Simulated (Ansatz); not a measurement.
Simulated powder pattern, Cu Kα, λ = 1.54184 Å (kinematic, ideal powder, no thermal factors, no anomalous dispersion; the 30 strongest lines at most, above 1 %, up to 2θ = 90°):

```json
[
 {"2θ (°)": "15.01", "d (Å)": "5.902", "I/Imax (%)": "5.4"},
 {"2θ (°)": "29.02", "d (Å)": "3.077", "I/Imax (%)": "63"},
 {"2θ (°)": "30.29", "d (Å)": "2.951", "I/Imax (%)": "37"},
 {"2θ (°)": "32.83", "d (Å)": "2.728", "I/Imax (%)": "100"},
 {"2θ (°)": "42.44", "d (Å)": "2.130", "I/Imax (%)": "44"},
 {"2θ (°)": "46.14", "d (Å)": "1.967", "I/Imax (%)": "4.1"},
 {"2θ (°)": "51.44", "d (Å)": "1.776", "I/Imax (%)": "46"},
 {"2θ (°)": "53.90", "d (Å)": "1.701", "I/Imax (%)": "1.2"},
 {"2θ (°)": "55.44", "d (Å)": "1.657", "I/Imax (%)": "38"},
 {"2θ (°)": "60.15", "d (Å)": "1.538", "I/Imax (%)": "7.3"},
 {"2θ (°)": "60.87", "d (Å)": "1.522", "I/Imax (%)": "28"},
 {"2θ (°)": "62.38", "d (Å)": "1.489", "I/Imax (%)": "16"},
 {"2θ (°)": "68.82", "d (Å)": "1.364", "I/Imax (%)": "10"},
 {"2θ (°)": "70.83", "d (Å)": "1.330", "I/Imax (%)": "9.8"},
 {"2θ (°)": "71.57", "d (Å)": "1.318", "I/Imax (%)": "6.1"},
 {"2θ (°)": "79.01", "d (Å)": "1.212", "I/Imax (%)": "13"},
 {"2θ (°)": "81.55", "d (Å)": "1.180", "I/Imax (%)": "2.4"},
 {"2θ (°)": "83.05", "d (Å)": "1.163", "I/Imax (%)": "5.6"},
 {"2θ (°)": "85.02", "d (Å)": "1.141", "I/Imax (%)": "13"},
 {"2θ (°)": "85.57", "d (Å)": "1.135", "I/Imax (%)": "1.6"},
 {"2θ (°)": "88.78", "d (Å)": "1.102", "I/Imax (%)": "6.4"}
]
```

The pattern belongs to a structure relaxed with plane-wave PAW PBE (Ansatz code).

Task: Pick the material that matches.
A. AlP, zinc blende
B. GaN, wurtzite
C. GaN, zinc blende
D. Ga2PN, P3m1 (Ga on 1a, Ga on 1c, P on 1a, N on 1c)

Result: D, Ga2PN, P3m1 (Ga on 1a, Ga on 1c, P on 1a, N on 1c)

Task: Give the lattice parameters.

Result: a = 3.553 Å, c = 5.902 Å.

The start of the workflow was typed in or built on a structure type; neither database checked (COD, Materials Project) lists it. Its standing as an ambient phase is unchecked. The PBE relaxation kept the symmetry of its start; its stability against distortions is not shown here.

Potentials: the later of the program's two PAW sets.
